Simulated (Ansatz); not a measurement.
**Two states of LiGdN$_{2}$**

```
CELL_PARAMETERS angstrom
0.00000 4.56338 0.00000
4.56338 0.00000 0.00000
2.28169 2.28169 -5.73896
ATOMIC_POSITIONS crystal
Li 0.62500 0.37500 0.25000
Li 0.37500 0.62500 0.75000
Gd 0.87500 0.12500 0.75000
Gd 0.12500 0.87500 0.25000
N 0.33425 0.08425 0.83150
N 0.08425 0.33425 0.33150
N 0.66575 0.91575 0.16850
N 0.91575 0.66575 0.66850
```

Single point in Ansatz 0.2.0 with PBE. Cutoff 420 eV, PAW datasets, 5×5×5 Γ-centred k mesh, fermi-dirac filling (width 0.1018 eV).

State A: Gd3 up, Gd4 up, N5 down, N6 down, N7 down, N8 down (collinear spin). State B: Gd3 up, Gd4 down, N5 down, N6 up, N7 up, N8 down (collinear spin).

Question: Which state is lower, and how do they differ?

Answer: State A is lower by 51.3 meV an atom at zero smearing; in free energy at this smearing B lies +49.4 meV an atom from A.

```tsv
state	free energy (meV/atom)	largest moment in a small sphere (μB)	net moment (μB/cell)	gap on mesh (eV)	pressure (GPa)	largest force (eV/Å)
A	0.0	6.61	10.17	metal	-4.8	0.04
B	49.4	6.66	0.00	metal	-4.6	0.20
```

Origin: a known structure type with other elements, at an estimated volume, so it need not be a known compound. Caveats: semilocal functionals often miss the gap of such magnets; f shells without a U or exact exchange are poorly placed.
